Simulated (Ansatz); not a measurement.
## Elastic constants of Na3HO at 2.3 GPa (stress–strain coefficients): input and output

All numbers below come from DFT LDA, scalar-relativistic, plane waves, PAW in Ansatz.

Launched with:
```bash
ansatz run input.yaml --threads 1 --pin off --max-ram 1228MiB --backend cpu --events-out ev --progress --plain --runs-dir out
```

Input (bare energies are in eV):
```yaml
crystal:
  lattice:
    - [4.2658, 0.0, 0.0]
    - [0.0, 4.2658, 0.0]
    - [0.0, 0.0, 4.2658]
  atoms:
    - { symbol: H, position: [0.0, 0.0, 0.0] }
    - { symbol: O, position: [0.5, 0.5, 0.5] }
    - { symbol: Na, position: [0.5, 0.5, 0.0] }
    - { symbol: Na, position: [0.5, 0.0, 0.5] }
    - { symbol: Na, position: [0.0, 0.5, 0.5] }
basis:
  ecutwfc: 420
kpoints:
  mp_grid: { grid: [6, 6, 6] }
hamiltonian:
  xc: lda
scf:
  occupations: { method: fixed }
output:
  forces: true
  stress: true
  eigenvalues: true
elastic:
  mode: relaxed_ion
  stencil: two_point
```

From the output:
```
--- Elastic constants: 2 strain directions × 2 members + reference (group order 48) ---
  dense FFT box of the reference and of every strained cell: 30×30×30
  strains applied: 11, 23; error gains: componentwise 1.00 (the most a stress slope's error grows in a printed constant), spectral 1.73 (1 for all six strains in a standard setting)
  C = ∂σ_k/∂η_j (tension-positive GPa; Voigt order 11 22 33 23 13 12):
       111.391     14.117     14.117     -0.000     -0.000     -0.000
        14.117    111.391     14.117     -0.000     -0.000     -0.000
        14.117     14.117    111.391     -0.000     -0.000     -0.000
        -0.000     -0.000     -0.000     16.371      0.000      0.000
         0.000      0.000     -0.000      0.000     16.371      0.000
         0.000     -0.000      0.000      0.000      0.000     16.371
  reference stress σ⁰ (GPa):     -2.298     -2.298     -2.298     -0.000     -0.000     -0.000
  C* (energy form; C + prestress term) asymmetry max|C*_kj − C*_jk| = 1.066e-14 GPa — a small one proves nothing (zero by symmetry where the batch's group is 432, −43m or m−3m); a large one is finite-difference/SCF noise where every solve ...
  moduli (Voigt/Reuss/Hill, GPa): K = 46.54/46.54/46.54   G = 29.28/22.28/25.78   E = 65.29   ν = 0.266
  mechanically stable: yes (min eigenvalue of sym C = 16.37 GPa)
  strain η (Voigt 11):  stress-route row diagonal C_11 = 111.39 GPa, energy-path curvature d²(F+E_count+ΔE)/dδ²/Ω₀ = 111.67 GPa
         δ    σ_11 (GPa) F (eV) n_scf n_hpsi n_pw
    -2.000e-3      -2.5233       -4971.8926595       9   14976   1532   relax 0 steps, max|allowed force component| 1.98e-29 eV/Å
     2.000e-3      -2.0778       -4971.8971170       7   13038   1568   relax 0 steps, max|allowed force component| 6.31e-30 eV/Å
  strain η (Voigt 23):  stress-route row diagonal C_44 = 16.37 GPa, energy-path curvature d²(F+E_count+ΔE)/dδ²/Ω₀ = 17.73 GPa
         δ    σ_23 (GPa) F (eV) n_scf n_hpsi n_pw
    -2.000e-3      -0.0327       -4971.8949853       8   17024   1552   relax 0 steps, max|allowed force component| 7.67e-29 eV/Å
     2.000e-3       0.0327       -4971.8949853       6   13157   1552   relax 0 steps, max|allowed force component| 2.34e-28 eV/Å
```

It took 17 s on 1 thread of Intel(R) Xeon(R) Platinum 8259CL CPU @ 2.50GHz (Skylake/Cascade Lake) (shared host), peak memory 0.43 GiB.

The cell is the ideal cubic antiperovskite prototype; whether it is the stable structure of this composition wasn't checked.